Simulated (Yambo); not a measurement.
BaZnBO3F (space group P-6, No. 174): how the kernel and the scissor change the optical response along x (Yambo; 6×6×4 mesh, 86 bands, 3 Ry local-field block, 0.2 eV broadening). Axes are Cartesian, with cell vectors (Å) (5.13, 0.00, 0.00), (-2.56, 4.44, 0.00), (0.00, 0.00, 4.36).

```tsv
level	ε(0)	highest point of Im ε up to 20 eV
independent particles on LDA bands	3.28	17.38 eV
RPA with local fields on LDA bands	3.06	8.75 eV
RPA with local fields on LDA bands shifted by a G0W0 scissor of 2.38 eV	2.68	11.12 eV
TDDFT with the adiabatic LDA kernel on LDA bands	3.13	8.75 eV
```

Energies lie on a grid of 0.125 eV.

Electronic response only. Convergence of the RPA response with its 6×6×4 mesh was not tested. The scissor comes from a G0W0 run whose convergence isn't established.

Geometry of the Materials Project entry, not relaxed at this level; primitive cell a = b = 5.127 Å, c = 4.364 Å, α = β = 90.00°, γ = 120.00°.

With a shallow 3d shell G0W0 needs far more bands and larger blocks than here, so the scissor is uncertain by tenths of an eV or more.
